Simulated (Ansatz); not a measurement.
The relaxed structure here is a generated cell of ZrS2: the first start was made by placing the elements on the sites of a structure type, and the end was not matched to a known phase here, so it may be hypothetical. Known forms of ZrS2 include space group No. 164.

A relaxed cell of ZrS2 (Pa-3 (No. 205)), relaxed on a k-mesh at least as fine as the one used below. These are PBE (plane waves to 420 eV, PAW, scalar-relativistic; Ansatz, an electronic-structure program) values and carry that method's errors. Γ-centred k-mesh 3×3×3 on the run's cell (coarser than for final values), Fermi–Dirac smearing 0.05 eV.

```
ZrS2
1.0
    6.34589     0.00000     0.00000
    0.00000     6.34589     0.00000
    0.00000     0.00000     6.34589
Zr S
4 8
Cartesian
  0.00000   0.00000   0.00000
  3.17295   3.17295   0.00000
  0.00000   3.17295   3.17295
  3.17295   0.00000   3.17295
  2.20703   2.20703   2.20703
  5.37997   0.96592   4.13887
  4.13887   5.37997   0.96592
  0.96592   4.13887   5.37997
  4.13887   4.13887   4.13887
  0.96592   5.37997   2.20703
  2.20703   0.96592   5.37997
  5.37997   2.20703   0.96592
```

The atoms are displaced along an unstable phonon of this cell by (Å):

```
atom      ux      uy      uz
----  ------  ------  ------
Zr1    0.053   0.055   0.129
Zr2    0.053  -0.055  -0.129
Zr3    0.053  -0.055   0.129
Zr4    0.053   0.055  -0.129
S5    -0.075   0.002  -0.116
S6    -0.075  -0.002   0.116
S7    -0.075  -0.002  -0.116
S8    -0.075   0.002   0.116
S9    -0.075   0.002  -0.116
S10   -0.075  -0.002   0.116
S11   -0.075  -0.002  -0.116
S12   -0.075   0.002   0.116
```

### Question
What forces (eV/Å) and pressure result?

### Answer
```
atom     Fx     Fy     Fz
----  -----  -----  -----
Zr1    0.15   0.16   0.39
Zr2    0.15  -0.16  -0.39
Zr3    0.15  -0.16   0.39
Zr4    0.15   0.16  -0.39
S5    -0.16  -0.07  -0.16
S6    -0.16   0.07   0.16
S7     0.02   0.00  -0.04
S8     0.02   0.00   0.04
S9     0.02   0.00  -0.04
S10    0.02   0.00   0.04
S11   -0.16   0.07  -0.16
S12   -0.16  -0.07   0.16
```

Pressure -0.9 GPa.

### Question
Estimate the energy cost of the displacement in the harmonic approximation and compare with the calculation.

### Answer
For a harmonic well ΔE = −½ Σ F·u = -0.203 eV a cell, or -17 meV/atom. The calculated energy relative to the undisplaced cell is -0.02 eV/atom, so the harmonic estimate holds well.

The undisplaced cell is probably no minimum: from this displacement the run went on to Pca2₁ (No. 29), 0.175 eV/atom below it.

No spin polarisation in the result.
